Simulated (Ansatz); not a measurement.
Cu:
Space group I4/mmm (No. 139); a = b = 2.8664 Å, c = 2.6618 Å, α = β = γ = 90.00°

| atom | site | symmetry | x | y | z |
|---|---|---|---|---|---|
| Cu | 2a | 4/mmm | 0.0000 | 0.0000 | 0.0000 |
(The calculation used a cell of 1 atom; values per cell refer to that cell.)

Relaxed with LDA.

Q: Which orbitals make up the states near the Fermi level in the program Ansatz at the LDA level (PAW)?

A: Within 0.5 eV of the Fermi level: Cu 4s 40 %, Cu 3d 36 %, outside the projected shells 24 %. Projections are on Löwdin-orthogonalised atomic valence shells; empty p or d shells of many metals are not among them.

Q: Tabulate the density of states.

A: States/eV per cell of 1 atom, in 0.25 eV bins, energy from the Fermi level.

| E (eV) | total | Cu 3d | Cu 4s |
|---|---|---|---|
| -7.85 | 0.12 | 0.01 | 0.11 |
| -7.60 | 0.13 | 0.01 | 0.12 |
| -7.35 | 0.15 | 0.01 | 0.13 |
| -7.10 | 0.16 | 0.02 | 0.14 |
| -6.85 | 0.18 | 0.03 | 0.15 |
| -6.60 | 0.20 | 0.04 | 0.16 |
| -6.35 | 0.23 | 0.06 | 0.17 |
| -6.10 | 0.28 | 0.09 | 0.18 |
| -5.85 | 0.36 | 0.16 | 0.20 |
| -5.60 | 0.59 | 0.36 | 0.23 |
| -5.35 | 0.88 | 0.64 | 0.23 |
| -5.10 | 1.04 | 0.83 | 0.20 |
| -4.85 | 1.64 | 1.46 | 0.17 |
| -4.60 | 1.60 | 1.50 | 0.08 |
| -4.35 | 1.42 | 1.39 | 0.01 |
| -4.10 | 3.15 | 3.11 | 0.01 |
| -3.85 | 3.00 | 2.92 | 0.05 |
| -3.60 | 3.57 | 3.39 | 0.12 |
| -3.35 | 2.49 | 2.33 | 0.11 |
| -3.10 | 1.13 | 1.03 | 0.05 |
| -2.85 | 1.31 | 1.24 | 0.04 |
| -2.60 | 2.86 | 2.81 | 0.03 |
| -2.35 | 4.09 | 4.05 | 0.02 |
| -2.10 | 5.43 | 5.38 | 0.04 |
| -1.85 | 3.13 | 3.04 | 0.07 |
| -1.60 | 2.12 | 2.02 | 0.08 |
| -1.35 | 0.53 | 0.42 | 0.09 |
| -1.10 | 0.35 | 0.22 | 0.10 |
| -0.85 | 0.33 | 0.18 | 0.11 |
| -0.60 | 0.32 | 0.15 | 0.12 |
| -0.35 | 0.32 | 0.13 | 0.12 |
| -0.10 | 0.30 | 0.11 | 0.12 |
| 0.15 | 0.30 | 0.10 | 0.12 |
| 0.40 | 0.29 | 0.08 | 0.12 |
| 0.65 | 0.27 | 0.07 | 0.11 |
| 0.90 | 0.27 | 0.06 | 0.11 |
| 1.15 | 0.25 | 0.05 | 0.10 |
| 1.40 | 0.24 | 0.04 | 0.09 |
| 1.65 | 0.23 | 0.04 | 0.09 |
| 1.90 | 0.22 | 0.03 | 0.08 |
| 2.15 | 0.21 | 0.03 | 0.07 |
| 2.40 | 0.20 | 0.02 | 0.07 |
| 2.65 | 0.19 | 0.02 | 0.06 |
| 2.90 | 0.17 | 0.02 | 0.05 |
| 3.15 | 0.16 | 0.01 | 0.04 |
| 3.40 | 0.15 | 0.01 | 0.04 |
| 3.65 | 0.14 | 0.01 | 0.03 |
| 3.90 | 0.12 | 0.01 | 0.03 |
| 4.15 | 0.11 | 0.01 | 0.03 |
| 4.40 | 0.16 | 0.01 | 0.07 |
| 4.65 | 0.17 | 0.01 | 0.08 |

The first step of the workflow began from a Materials Project structure, measured or hypothetical; the Crystallography Open Database copy checked does not list it. It is not the phase usual at ambient conditions (space group No. 225). The LDA relaxation kept the symmetry of its start. At this level the phase is mechanically unstable. No spin polarisation was allowed. Axis ratios of metals converge slowly with the k-mesh, so a and c are less sure than the volume.

Potentials: the later of the program's two PAW sets.
